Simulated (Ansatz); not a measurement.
The elements of this relaxed trial crystal are hidden behind letters.

```
lattice vectors (Å)
  -1.8419    2.6887    5.6732
   1.8419   -2.6887    5.6732
   1.8419    2.6887   -5.6732
fractional positions
X 0.3189 0.3189 0.0000
X 0.6811 0.6811 0.0000
X 0.0000 0.0000 0.0000
Z 0.1703 0.6703 0.5000
Z 0.8297 0.3297 0.5000
```

Method: DFT PBE, scalar-relativistic, plane waves, PAW (Ansatz 0.2.0). Cutoff 420 eV, Γ-centred 12×12×12 mesh (5-atom cell), Gaussian smearing of 0.10 eV, no spin polarisation.

- Space group: Immm (No. 71)
- Conventional cell: a = 3.684 Å, b = 5.377 Å, c = 11.346 Å
- Volume per atom: 22.48 Å³
- Density: 6.57 g/cm³
- Formation energy: −1.02 eV/atom
- Gap on the 12×12×12 mesh of the 5-atom cell: 0 eV (a metal)

Energies are uncorrected and count from the elements' standard states at the same level.

Q: X is a lanthanide and Z is a p-block element of period 2. Which elements are they?

A: X = La, Z = N, so the formula is La3N2. Density times volume gives a mean mass of 6.57 × 22.48/1.6605 = 88.9 u per atom, and this set has 88.9 u. Around La on a site of symmetry mm2 lie 2 N at 2.50 Å and 2 N at 2.69 Å; La on a site of symmetry mmm has 4 N at 2.67 Å; N has 2 La at 2.50 Å and 4 La at 2.67–2.69 Å. Other sets within the hints have nearly the same mass, so mass alone doesn't settle it; this one was computed.

An odd number of electrons in the primitive cell allows no gap without spin; a larger cell or a magnetic state could open one. The cell is a metal run without spin; a magnetic state may lie lower. This cell was reached by moving the atoms of another relaxed cell at random and relaxing again, last within the group found; it had no such test of its own.
